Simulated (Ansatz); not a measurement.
Data:

ZnSe:
```xyz
8
Lattice="6.5090 0.0000 0.0000 0.0000 4.1237 0.0000 0.0000 0.0000 6.9251" Properties=species:S:1:pos:R:3 pbc="T T T"
Zn     0.9158     1.0309     2.6949
Zn     2.3387     3.0928     6.1575
Zn     5.5932     3.0928     4.2302
Zn     4.1704     1.0309     0.7676
Se     4.9396     1.0309     3.0565
Se     4.8239     3.0928     6.5191
Se     1.5694     3.0928     3.8686
Se     1.6851     1.0309     0.4060
```

This is the r²SCAN+D4-relaxed structure.

Problem. All from DFT-r²SCAN+D4 in the program Ansatz with PAW potentials, unless another level is named. Predict the electron effective mass.

Solution. 0.15, 0.18, 0.19 mₑ (principal values).

Problem. And the band gap?

Solution. 2.01 eV (direct).

Problem. Predict the hole effective mass.

Solution. 0.17, 1.6, 2.2 mₑ (principal values).

Problem. What about the formation energy from the elements (no fitted shifts)?

Solution. -0.72 eV/atom.

Problem. And the valence-band maximum?

Solution. at Γ.

Problem. Give the weight of the conduction-edge state by species (Voronoi cells).

Solution. Zn 55 %, Se 45 %.

Space group Pnma. The start of the workflow was typed in or built on a structure type; neither database checked (COD, Materials Project) lists it. It is not the phase usual at ambient conditions (space group No. 216). Symmetry was held in the r²SCAN+D4 relaxation; whether a distortion lowers the energy is not shown. The references are the lowest solids computed at this level, not always the standard phases. Scalar-relativistic: spin–orbit coupling is off unless named, which matters more the heavier the elements.

Potentials: the earlier of the program's two PAW sets.
